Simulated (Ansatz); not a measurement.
SrHfO$_{3}$ (cubic perovskite)

```
SrHfO3
1.0
    4.10580     0.00000     0.00000
    0.00000     4.10580     0.00000
    0.00000     0.00000     4.10580
Sr Hf O
1 1 3
Direct
  0.50000   0.50000   0.50000
  0.00000   0.00000   0.00000
  0.00000   0.50000   0.00000
  0.50000   0.00000   0.00000
  0.00000   0.00000   0.50000
```

Two coordinates are scanned: the volume, and the ratio of the stretch along z (the conventional c axis) to the stretch across it. Atoms keep their fractional coordinates.

Calculation: PBEsol (plane waves to 420 eV, PAW, scalar-relativistic; Ansatz, a first-principles code). k mesh 8×8×8 (Γ-centred), Fermi-Dirac smearing 0.05 eV. Energies are smeared free energies. Spin-orbit coupling is left out, though Hf is heavy. SrHfO3 is run without spin polarisation. SrHfO3 was relaxed with its symmetry unable to fall.

Changes of ΔE (meV/atom) from the point V/V₀ = 1.000, (c/a)/(c/a)₀ = 1.000 when one coordinate moves alone (two changes are said to add if the coupling is within 5 % of the smaller one, nearly so within 20 %):

| point | change |
|---|---|
| V/V₀ = 1.000, (c/a)/(c/a)₀ = 0.920 | 64.23 |
| V/V₀ = 1.000, (c/a)/(c/a)₀ = 0.960 | 14.61 |
| V/V₀ = 0.920, (c/a)/(c/a)₀ = 1.000 | 54.78 |
| V/V₀ = 0.960, (c/a)/(c/a)₀ = 1.000 | 12.71 |
| V/V₀ = 1.040, (c/a)/(c/a)₀ = 1.000 | 11.02 |
| V/V₀ = 1.080, (c/a)/(c/a)₀ = 1.000 | 41.24 |
| V/V₀ = 1.000, (c/a)/(c/a)₀ = 1.040 | 12.37 |
| V/V₀ = 1.000, (c/a)/(c/a)₀ = 1.080 | 46.06 |

### Question
Do the two effects add at V/V₀ = 0.960, (c/a)/(c/a)₀ = 1.040? Give the computed change.

### Answer
The sum of the single changes is 12.71 + (12.37) = 25.08; the calculation gives 26.82, so the coupling contributes 1.74 (under 20 % of the smaller single change, nearly additive).

### Question
What is the change at V/V₀ = 1.080, (c/a)/(c/a)₀ = 0.920, where both move, and how far is it from the sum?

### Answer
The sum of the single changes is 41.24 + (64.23) = 105.47; the calculation gives 91.34, so the coupling contributes -14.13 (over 20 % of the smaller single change, not additive).

### Question
What is the change at V/V₀ = 0.960, (c/a)/(c/a)₀ = 0.920, where both move, and how far is it from the sum?

### Answer
The sum of the single changes is 12.71 + (64.23) = 76.94; the calculation gives 85.16, so the coupling contributes 8.22 (over 20 % of the smaller single change, not additive).

(A scan under strain: stresses follow from slopes of the energy per volume, elastic moduli from its curvatures.)
